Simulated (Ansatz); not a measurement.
## Clamped-ion strain scan in TiPd

Computed with DFT LDA, scalar-relativistic, plane waves, PAW in Ansatz. Cutoff 420 eV, Γ-centred 16×16×12 k-points, Gaussian smearing of 0.15 eV. No spin polarisation. Energies are free energies at this smearing, counted from the undisturbed cell; pressure is positive in compression.

The undisturbed cell (as given, not relaxed at this level; it stands at -9.1 GPa, and it needn't be the usual structure):

```yaml
crystal:
  lattice:
    - [2.81471, 0.00000, 0.00000]
    - [0.00000, 2.81471, 0.00000]
    - [0.00000, 0.00000, 3.86576]
  atoms:
    - { symbol: Ti, position: [0.00000, 0.00000, 0.00000] }
    - { symbol: Pd, position: [0.50000, 0.50000, 0.50000] }
```

The cell is strained by ε times the Voigt pattern (1, 1, 0, 0, 0, 0) (xx, yy, zz, yz, xz, xy; engineering shear) with fractional coordinates fixed. The cell is metallic on the mesh throughout. At -9 GPa the given cell is far from its own equilibrium, so these figures belong to a strongly strained crystal.

| ε | ΔE (meV/atom) | stress summed along the pattern (GPa, tension positive) | pressure (GPa) |
| --- | --- | --- | --- |
| -0.0600 | ? | ? | 15.2 |
| -0.0300 | -20.8 | -4.63 | 1.1 |
| 0.0000 | 0.0 | 17.86 | -9.1 |
| 0.0450 | 130.1 | 39.14 | -19.1 |

**Question.** Give the withheld values.

**Answer.** ΔE (meV/atom) at ε = -0.0600: 32.4; stress summed along the pattern (GPa, tension positive) at ε = -0.0600: -36.09.